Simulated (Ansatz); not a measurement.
## Kick test of a cell of Ta4O

It was relaxed at this level from a Materials Project cell.

Level of theory: DFT PBE, scalar-relativistic, plane waves, PAW in Ansatz. Cutoff 420 eV; k points 12×12×6 on the computed 5-atom cell (Γ-centred); Gaussian smearing, width 0.10 eV; no spin polarisation.

The cell below (5 atoms, space group P4/mmm (No. 123)) is relaxed within its symmetry.

```yaml
crystal:
  lattice:
    - [3.25434, 0.00000, 0.00000]
    - [0.00000, 3.25434, 0.00000]
    - [0.00000, 0.00000, 7.39621]
  atoms:
    - { symbol: Ta, position: [0.00000, 0.00000, 0.50000] }
    - { symbol: Ta, position: [0.50000, 0.50000, 0.78296] }
    - { symbol: Ta, position: [0.50000, 0.50000, 0.21704] }
    - { symbol: Ta, position: [0.00000, 0.00000, 0.00000] }
    - { symbol: O, position: [0.50000, 0.50000, 0.50000] }
```

For the test a repeat of it with 10 atoms (edges 3.25, 6.51, 7.40 Å) was strained at random (σ = 1.5 % a component), the atoms were moved at random (σ = 0.15 Å), and all was relaxed again on a coarse 6×4×4 mesh (in the run’s order of axes) with 0.20 eV smearing, with no symmetry imposed.

Spin–orbit coupling, which can matter for Ta, is left out.

Problem. What happens?

Solution. It returns, within 1 meV/atom of the unmoved cell on that mesh and with the same symmetry when read at 0.1 Å (Pmmm at 0.01 Å, so small strains and shifts remain). So it is stable against the distortions that fit this cell and that this random move excites. Modes that don't fit the cell aren't tested. Another cell of Ta4O relaxed alike, in C2/m, lies 124 meV/atom lower, so this cell isn't the stable form at this level.
